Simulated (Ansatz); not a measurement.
### Question
BeTe (rock salt, space group No. 225) is relaxed with DFT-PBE in the program Ansatz with PAW potentials. What lattice parameters of the conventional cell result?

### Answer
a = 5.360 Å.

### Question
Is it a metal or does it have a gap at this level?

### Answer
No gap at this level.

Space group Fm-3m (rock salt). The start of the workflow was typed in or built on a structure type; neither database checked (COD, Materials Project) lists it. COD files the formula under space group No. 216, so this cell is another polymorph or a model. Whether it is the stable phase at ambient conditions was not checked. The cell was relaxed with PBE under the symmetry of its start; whether a distortion lowers the energy is not shown. Its formation energy is positive at this level, so the cell may be metastable or incomplete. Spin–orbit coupling is left out wherever it is not named.

Potentials: the earlier of the program's two PAW sets.
